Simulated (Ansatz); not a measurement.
A distorted cell of Y (hcp, Mg type):

```xyz
2
Lattice="3.5664 0.0000 0.0000 -1.7832 3.0886 0.0000 0.0000 0.0000 6.2050" Properties=species:S:1:pos:R:3 pbc="T T T"
Y      0.0000     2.0591     4.6537
Y      1.7832     1.0295     1.5512
```

All values below come from PBE (plane waves to 420 eV, PAW, scalar-relativistic; Ansatz, a program for electronic structure). k mesh 15×15×8 (Γ-centred), Fermi-Dirac smearing 0.05 eV. Energies are smeared free energies. Stress and pressure are positive under compression. With partly filled bands, the response to shear is sensitive to the k mesh, so small differences along c/a are uncertain. Y is run without spin polarisation. Y was relaxed with its symmetry unable to fall.

Question: Give the stress tensor in GPa and the pressure.

Answer: 
```
    0.4      0.0      0.0
    0.0      0.4      0.0
    0.0      0.0     -4.8
```
The pressure, a third of the trace, is -1.4 GPa.

Question: It is the relaxed cell deformed to V/V₀ = 1.040, (c/a)/(c/a)₀ = 1.120, c along z, fractional positions held. What is its energy relative to the relaxed cell?

Answer: 51 meV/atom.

(Under strain, the slope of the energy per volume gives the stress and its curvature an elastic modulus.)
